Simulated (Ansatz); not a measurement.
H₄BrN:
```cif
data_H8Br2N2
_chemical_formula_sum 'H8 Br2 N2'
_space_group_name_H-M_alt 'P 1'
_space_group_IT_number 1
_cell_length_a 5.69247
_cell_length_b 5.69247
_cell_length_c 4.05434
_cell_angle_alpha 90.000
_cell_angle_beta 90.000
_cell_angle_gamma 90.000
loop_
_space_group_symop_operation_xyz
  'x, y, z'
loop_
_atom_site_label
_atom_site_type_symbol
_atom_site_fract_x
_atom_site_fract_y
_atom_site_fract_z
_atom_site_occupancy
H1 H 0.00000 0.85184 0.85338 1
H2 H 0.64816 0.50000 0.85338 1
H3 H 0.00000 0.14816 0.85338 1
H4 H 0.35184 0.50000 0.85338 1
H5 H 0.50000 0.64816 0.14662 1
H6 H 0.14816 0.00000 0.14662 1
H7 H 0.50000 0.35184 0.14662 1
H8 H 0.85184 0.00000 0.14662 1
Br1 Br 0.00000 0.50000 0.53132 1
Br2 Br 0.50000 0.00000 0.46868 1
N1 N 0.00000 0.00000 0.00000 1
N2 N 0.50000 0.50000 0.00000 1
```

Relaxed with r²SCAN+D4.

Problem. Which orbitals make up the states near the band edges in DFT-r²SCAN+D4 in the program Ansatz with PAW potentials?

Solution. Top 1 eV of the valence band: Br 4p 95 %. Bottom 1 eV of the conduction band: H 1s 53 %, N 2s 24 %, Br 4s 5 %, outside the projected shells 12 %. Projections are on Löwdin-orthogonalised atomic valence shells; empty p or d shells of many metals are not among them.

Problem. Tabulate the density of states.

Solution. States/eV per cell of 12 atoms, in 0.25 eV bins, energy from the valence-band maximum.

| E (eV) | total | Br 4p | N 2p | H 1s |
|---|---|---|---|---|
| -7.85 | 25.76 | 0.37 | 17.11 | 7.40 |
| -7.60 | 21.07 | 0.12 | 14.34 | 6.12 |
| -7.35 | 0.00 | 0.00 | 0.00 | 0.00 |
| -7.10 | 0.00 | 0.00 | 0.00 | 0.00 |
| -6.85 | 0.00 | 0.00 | 0.00 | 0.00 |
| -6.60 | 0.00 | 0.00 | 0.00 | 0.00 |
| -6.35 | 0.00 | 0.00 | 0.00 | 0.00 |
| -6.10 | 0.00 | 0.00 | 0.00 | 0.00 |
| -5.85 | 0.00 | 0.00 | 0.00 | 0.00 |
| -5.60 | 0.00 | 0.00 | 0.00 | 0.00 |
| -5.35 | 0.00 | 0.00 | 0.00 | 0.00 |
| -5.10 | 0.00 | 0.00 | 0.00 | 0.00 |
| -4.85 | 0.00 | 0.00 | 0.00 | 0.00 |
| -4.60 | 0.00 | 0.00 | 0.00 | 0.00 |
| -4.35 | 0.00 | 0.00 | 0.00 | 0.00 |
| -4.10 | 0.00 | 0.00 | 0.00 | 0.00 |
| -3.85 | 0.00 | 0.00 | 0.00 | 0.00 |
| -3.60 | 0.00 | 0.00 | 0.00 | 0.00 |
| -3.35 | 0.00 | 0.00 | 0.00 | 0.00 |
| -3.10 | 0.00 | 0.00 | 0.00 | 0.00 |
| -2.85 | 0.00 | 0.00 | 0.00 | 0.00 |
| -2.60 | 0.00 | 0.00 | 0.00 | 0.00 |
| -2.35 | 0.00 | 0.00 | 0.00 | 0.00 |
| -2.10 | 0.00 | 0.00 | 0.00 | 0.00 |
| -1.85 | 0.02 | 0.02 | 0.00 | 0.00 |
| -1.60 | 1.34 | 1.19 | 0.01 | 0.08 |
| -1.35 | 4.59 | 4.17 | 0.10 | 0.18 |
| -1.10 | 10.90 | 10.07 | 0.33 | 0.27 |
| -0.85 | 6.61 | 6.18 | 0.24 | 0.10 |
| -0.60 | 6.59 | 6.21 | 0.21 | 0.09 |
| -0.35 | 8.33 | 7.92 | 0.24 | 0.10 |
| -0.10 | 9.62 | 9.23 | 0.23 | 0.10 |
| 0.15 | 0.00 | 0.00 | 0.00 | 0.00 |
| 0.40 | 0.00 | 0.00 | 0.00 | 0.00 |
| 0.65 | 0.00 | 0.00 | 0.00 | 0.00 |
| 0.90 | 0.00 | 0.00 | 0.00 | 0.00 |
| 1.15 | 0.00 | 0.00 | 0.00 | 0.00 |
| 1.40 | 0.00 | 0.00 | 0.00 | 0.00 |
| 1.65 | 0.00 | 0.00 | 0.00 | 0.00 |
| 1.90 | 0.00 | 0.00 | 0.00 | 0.00 |
| 2.15 | 0.00 | 0.00 | 0.00 | 0.00 |
| 2.40 | 0.00 | 0.00 | 0.00 | 0.00 |
| 2.65 | 0.00 | 0.00 | 0.00 | 0.00 |
| 2.90 | 0.00 | 0.00 | 0.00 | 0.00 |
| 3.15 | 0.00 | 0.00 | 0.00 | 0.00 |
| 3.40 | 0.00 | 0.00 | 0.00 | 0.00 |
| 3.65 | 0.00 | 0.00 | 0.00 | 0.00 |
| 3.90 | 0.00 | 0.00 | 0.00 | 0.00 |
| 4.15 | 0.00 | 0.00 | 0.00 | 0.00 |
| 4.40 | 0.00 | 0.00 | 0.00 | 0.00 |
| 4.65 | 0.00 | 0.00 | 0.00 | 0.00 |
| 4.90 | 0.00 | 0.00 | 0.00 | 0.00 |
| 5.15 | 0.07 | 0.00 | 0.00 | 0.04 |
| 5.40 | 0.15 | 0.01 | 0.00 | 0.08 |
| 5.65 | 0.23 | 0.01 | 0.00 | 0.12 |
| 5.90 | 0.32 | 0.02 | 0.00 | 0.17 |
| 6.15 | 0.43 | 0.02 | 0.01 | 0.22 |
| 6.40 | 0.76 | 0.04 | 0.01 | 0.37 |
| 6.65 | 1.56 | 0.06 | 0.02 | 0.73 |
| 6.90 | 2.89 | 0.11 | 0.06 | 1.32 |
| 7.15 | 3.72 | 0.14 | 0.08 | 1.66 |
| 7.40 | 4.22 | 0.14 | 0.12 | 1.83 |
| 7.65 | 2.21 | 0.04 | 0.16 | 0.78 |
| 7.90 | 2.44 | 0.03 | 0.19 | 0.64 |
| 8.15 | 3.42 | 0.05 | 0.25 | 0.85 |
| 8.40 | 5.16 | 0.07 | 0.39 | 1.23 |
| 8.65 | 7.12 | 0.10 | 0.54 | 1.84 |
| 8.90 | 5.75 | 0.07 | 0.60 | 1.70 |
| 9.15 | 7.07 | 0.10 | 0.73 | 2.07 |
| 9.40 | 6.27 | 0.10 | 0.71 | 1.99 |
| 9.65 | 4.15 | 0.08 | 0.55 | 1.48 |

Space group P4/nmm. The first step of the workflow began from a Materials Project structure, measured or hypothetical; the Crystallography Open Database files this formula in space group No. 129, but the cells were not matched. Its standing as an ambient phase is unchecked. The cell was relaxed with r²SCAN+D4 under the symmetry of its start; phonons on a q-mesh show no instability. Spin–orbit coupling is left out wherever it is not named.

Potentials: the later of the program's two PAW sets.
